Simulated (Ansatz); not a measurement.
# Spin-resolved density of states of GdCd₂ (P6/mmm)

```
CELL_PARAMETERS angstrom
4.96464 0.00000 0.00000
-2.48232 4.29950 0.00000
0.00000 0.00000 3.48080
ATOMIC_POSITIONS crystal
Gd 0.00000 0.00000 0.00000
Cd 0.66667 0.33333 0.50000
Cd 0.33333 0.66667 0.50000
```

Geometry: a structure from the Materials Project; nothing is relaxed.

Settings: PBEsol, 8×8×10 k mesh, Fermi–Dirac smearing of 0.03 eV. LAPW is all-electron LAPW in Ansatz 0.2.0. Site moments are integrated in spheres about the atoms. Start moments (μB): Gd1 7. DFT+U (Dudarev's form): U = 6.0 eV on Gd f.

**Question.** Give the density of states by spin, smoothed by a Gaussian of 0.15 eV.

**Answer.** 
```tsv
E − E_F (eV)	majority (states/eV/cell)	minority (states/eV/cell)
-7.00	0.11	0.06
-6.75	0.14	0.11
-6.50	0.17	0.15
-6.25	0.20	0.18
-6.00	0.23	0.21
-5.75	0.26	0.24
-5.50	0.31	0.27
-5.25	0.38	0.33
-5.00	0.39	0.39
-4.75	0.40	0.40
-4.50	0.47	0.40
-4.25	0.60	0.49
-4.00	0.64	0.61
-3.75	0.49	0.62
-3.50	0.34	0.46
-3.25	0.33	0.33
-3.00	0.38	0.33
-2.75	0.43	0.35
-2.50	0.47	0.38
-2.25	0.52	0.43
-2.00	0.53	0.47
-1.75	0.47	0.48
-1.50	0.64	0.40
-1.25	1.06	0.44
-1.00	1.08	0.75
-0.75	0.94	1.14
-0.50	1.09	1.04
-0.25	1.37	0.81
0.00	1.42	0.74
0.25	1.00	0.88
0.50	0.62	1.10
0.75	0.51	1.21
1.00	0.51	0.94
1.25	0.76	0.71
1.50	1.25	0.58
1.75	1.36	0.52
2.00	1.13	0.83
2.25	1.33	1.77
2.50	1.28	5.21
2.75	1.07	14.88
3.00	1.04	8.86
3.25	1.16	2.21
3.50	1.50	1.48
3.75	1.13	1.17
4.00	0.69	0.88
4.25	1.02	1.39
4.50	1.27	1.56
```
Site moments (μB): Gd1 7.28, Cd2 0.01, Cd3 0.01. Cell moment 7.57 μB.

Löwdin populations of d and f shells (filled inner shells left out):

```json
{"shell": "Gd1 5d", "up": "1.67", "down": "1.12"}
{"shell": "Gd1 4f", "up": "7.00", "down": "0.01"}
```

Further occupied bands lie below the window, the nearest with its top at -7.8 eV.

Spin–orbit coupling is left out although heavy atoms are present. With open f shells a run can end in a state that isn't the lowest. None of this fixes the real material's magnetic order: only patterns that fit the cell were computed, at zero temperature, with a functional that can overstate moments.
